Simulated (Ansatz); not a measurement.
Recipe of this trial structure of RuC₂N₂: two interpenetrating cyanide-bridged diamond nets (P-43m, No. 215). Lengths were set from tabulated atomic sizes, so they are only a guess.

```
Ru C N
1.0
     5.83239    0.00000    0.00000
     0.00000    5.83239    0.00000
     0.00000    0.00000    5.83239
Ru C N
2 4 4
Cartesian
  0.0000 0.0000 0.0000
  2.9162 2.9162 2.9162
  1.0947 1.0947 1.0947
  1.0947 4.7377 4.7377
  4.7377 1.0947 4.7377
  4.7377 4.7377 1.0947
  1.7702 1.7702 1.7702
  1.7702 4.0622 4.0622
  4.0622 1.7702 4.0622
  4.0622 4.0622 1.7702
```

Level of theory: DFT PBE, scalar-relativistic, plane waves, PAW (Ansatz 0.2.0). Cutoff 420 eV, Gaussian smearing, Γ-centred meshes. Cell and atoms relax first on a coarse mesh and then on a finer one. In between, the cell is made exact in the group found at 0.06 Å. In metals the finer mesh still leaves noise of several meV/atom or more. The steps can't lower the symmetry of their start, moments included. Collinear spin, starting moments -1 1 0 0 0 0 0 0 0 0 μB in the order of the atoms; they died out on the coarse mesh, so the last step has no spin.

A guess keeps its type if space group and coordination stay and the shape of the cell changes little (axis ratios within about 15 %, angles within 6°); the volume may change.

Task: Does it keep its structure type, or change into something else?

Result: It keeps its type. The symmetry stays P-43m (No. 215). The volume per atom shrinks by 2.6 %, from 19.8 to 19.3 Å³. The shortest distance goes from 1.17 Å (C–N) to 1.20 Å (C–N). Counting neighbours within 15 % of an atom's shortest distance, the start has C 1, N 1, Ru 4 and the end C 1, N 1, Ru 4.

The last run used an 8×8×8 mesh for its 10-atom cell and Gaussian smearing of 0.10 eV. Symmetry constrained the relaxation, so the result can be a saddle point.
